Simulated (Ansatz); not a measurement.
Polymorphs of MoS2, each relaxed with plane-wave PAW r²SCAN+D4 (Ansatz code):

A: P6_3/mmc
a = b = 3.177 Å, c = 12.581 Å, α = β = 90.00°, γ = 120.00°

```
atom  site  symmetry       x       y       z
----  ----  --------  ------  ------  ------
Mo      2b      -6m2  0.0000  0.0000  0.2500
S       4f       3m.  0.3333  0.6667  0.1267
```

B: P6_3/mmc
a = 3.174 Å, b = 3.174 Å, c = 12.487 Å, α = 90.00°, β = 90.00°, γ = 120.00°

| atom | site | symmetry | x | y | z |
|---|---|---|---|---|---|
| Mo | 2c | -6m2 | 0.3333 | 0.6667 | 0.2500 |
| S | 4f | 3m. | 0.6667 | 0.3333 | 0.1256 |

Question: Rank these by energy per atom at 0 K (lowest first), as r²SCAN+D4 gives it.

Answer: B (+0 meV/atom), A (+5 meV/atom)

Question: Give each one's gap.

Answer: A 1.05 eV; B 1.06 eV.

Not the usual ambient phase: A. All cells were relaxed under the symmetry of their starts (and spin orders); stability against distortions was not tested throughout. Named crystals with no word on spin ran without spin polarisation. Scalar-relativistic: spin–orbit coupling is off unless named, which matters more the heavier the elements.

Energies hold the estimated change up to a 700 eV cutoff; steps of a few meV lie near the error of the meshes.

Potentials: the earlier of the program's two PAW sets. The files were generated under PBE; for other functionals the program regenerates the frozen cores, and for LDA and PBEsol the local potential too.
